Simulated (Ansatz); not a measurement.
In₂Au (cubic Laves (MgCu2 type), Fd-3m), r²SCAN (plane waves, PAW; program Ansatz), all energies at zero smearing, with the estimated change up to a 700 eV cutoff added, with one set of potentials and settings (totals compare only within such a set). Cell of 6 atoms (4 In, 2 Au): -48775.813 eV.

```json
[
 {"element": "In", "reference phase": "I4/mmm, 1 atoms in the cell", "E (eV/atom)": "-5611.8812"},
 {"element": "Au", "reference phase": "Fm-3m, 1 atoms in the cell", "E (eV/atom)": "-13165.1381"}
]
```

Formation energy per atom, worked out: (-48775.813 − 4×(-5611.8812) − 2×(-13165.1381))/6 = 0.331 eV/atom (32 kJ per mol of atoms), at 0 K, without zero-point energy or fitted corrections.

The cell is a constructed one: a structure type filled with these elements; neither database checked (COD, Materials Project) lists it. COD files the formula under space group No. 225, so this cell is another polymorph or a model. Its standing as an ambient phase is unchecked. Symmetry was held in the r²SCAN relaxation; its stability against distortions is not shown here. The references are the lowest solids computed at this level, not always the standard phases. Scalar-relativistic: spin–orbit coupling is off unless named, which matters more the heavier the elements.

Potentials: the earlier of the program's two PAW sets.
